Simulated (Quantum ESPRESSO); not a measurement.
RuPt3Ga2HfRe, one composition in several site orders

Computed values, not a measurement. The program is pw.x of Quantum ESPRESSO 7.5 (plane-wave density functional theory). The cell is made up: eight metal atoms on a hexagonal close-packed lattice, with elements, volume, strain and displacements drawn at random and not relaxed, so it may be unstable or far from any real phase. PseudoDojo standard norm-conserving files set the functional (PBE unless stated); there is no spin polarisation or spin-orbit coupling, the Fermi-Dirac width of 0.25 eV means electrons at about 2900 K, and the masses in the input are unused placeholders. Heavy elements are run without spin-orbit coupling, which real alloys of them have. A spin test at this wide smearing found no moment, but such smearing suppresses magnetism that the real alloy may have.

The runs put one composition on the sites in different orders. Cell, positions, cutoff, mesh and smearing stay as in the input of run 1; sites are counted in its order. Stress in the tables is positive in tension.

Input of run 1:

```
&control calculation='scf', pseudo_dir='./dojo.nc.sr.pbe.v0_5.standard.upf', outdir='./o', disk_io='medium', tprnfor=.true., tstress=.true. /
&system ibrav=0, nat=8, ntyp=5, nbnd=78, ecutwfc=84.00895049, nosym=.true., tot_charge=0,
 occupations='smearing', smearing='fd', degauss=0.0183746611
/
&electrons conv_thr=1.470e-08, electron_maxstep=70, mixing_beta=0.5 /
ATOMIC_SPECIES
Ga 1.0 Ga.upf
Hf 1.0 Hf.upf
Pt 1.0 Pt.upf
Re 1.0 Re.upf
Ru 1.0 Ru.upf
CELL_PARAMETERS angstrom
-3.0187 0.0083 0.0128
0.0062 5.1646 -4.8436
0.0348 -5.0343 -4.7028
ATOMIC_POSITIONS angstrom
Ru -0.0113 -0.02 0.0785
Pt -0.0459 1.8516 -2.3756
Pt 0.0137 0.056 -4.865
Ga 0.2481 1.7483 -7.1389
Hf -1.6174 -0.7925 -2.446
Pt -1.334 -2.4189 -4.8535
Ga -1.496 -0.848 -7.1397
Re -1.5275 2.5296 -4.7457
K_POINTS automatic
8 4 4 1 1 1
```

```
run  elements on sites 1 to 8  free energy less that of run 1 (eV)  -TS (eV)  pressure (GPa)  stress xx (GPa)  stress yy (GPa)  stress zz (GPa)  stress yz (GPa)  stress xz (GPa)  stress xy (GPa)  iterations
  1   Ru Pt Pt Ga Hf Pt Ga Re                                0.000    -1.595          -19.32            17.18            18.10            22.69            -1.15             0.52            -0.32          18
  2   Pt Pt Re Ga Ga Pt Hf Ru                               -0.263    -1.456          -16.32            15.27            14.90            18.79            -0.57             0.04             0.48          19
  3   Ga Ga Re Pt Pt Pt Ru Hf                               -0.109    -1.417          -19.11            17.78            19.23            20.33             1.55            -1.58            -0.57          18
  4   Re Pt Ga Ga Pt Pt Hf Ru                                0.435    -1.479          -18.04            17.12            19.60            17.42             0.64             0.73             1.42          18
  5   Pt Ga Ru Pt Pt Ga Hf Re                                0.648    -1.568          -18.00            17.97            19.23            16.80            -0.80            -0.93            -0.08          20
  6   Pt Pt Ru Re Pt Hf Ga Ga                                0.163    -1.539          -18.85            17.97            21.52            17.05            -0.66             0.64             0.09          18
```

Forces Fx Fy Fz (eV/Å):

```
site              run 1             run 2             run 3             run 4              run 5             run 6
   1   0.07 -0.57 -0.02   0.03 -0.04 0.17   -0.01 0.51 0.20  0.06 -0.29 -0.94  -0.06 -0.56 -0.18    0.09 0.09 0.41
   2   0.34 -0.93 -1.29  0.27 -0.65 -1.17   0.15 -0.22 0.67  0.33 -0.74 -0.77   0.18 -2.11 -1.03  0.22 -0.25 -0.69
   3     0.01 0.86 0.04    0.14 0.71 0.68  0.11 -0.72 -0.29    0.02 0.29 1.65    -0.01 0.89 0.83  0.00 -0.07 -0.48
   4  -0.27 -0.05 -0.10   -0.35 0.11 0.28  -0.53 -0.40 0.20  -0.18 1.18 -0.28    -0.56 0.08 0.70   -0.32 0.09 0.22
   5     0.36 0.86 0.52    0.06 0.49 0.05   0.13 0.47 -0.11  -0.06 -0.42 0.90    0.18 0.14 -0.06  0.20 -0.47 -0.31
   6   -0.48 -0.55 1.15   -0.36 0.27 1.03  -0.14 -0.22 0.18  -0.29 -0.48 1.01   -0.09 -0.28 1.79  -0.30 -0.49 1.87
   7  -0.03 -0.17 -0.42  0.15 -0.18 -0.49    0.05 0.79 0.31  0.08 -0.44 -1.15    0.00 2.43 -0.66  -0.05 1.42 -0.35
   8     0.01 0.53 0.13  0.05 -0.71 -0.54  0.24 -0.21 -1.16   0.04 0.90 -0.41   0.36 -0.60 -1.38  0.16 -0.31 -0.67
```

The sites are displaced and not relaxed, so the energy differences mix bonding between neighbours with strain and are not ordering energies. A rerun of one cell of this series at a higher cutoff and on a denser mesh moved values by no more than 0.006 eV in energy, 0.10 GPa in stress and 0.005 eV/Å in force, and a second program with other atomic files agreed on that cell to 2 % rms in force and 0.5 GPa in pressure.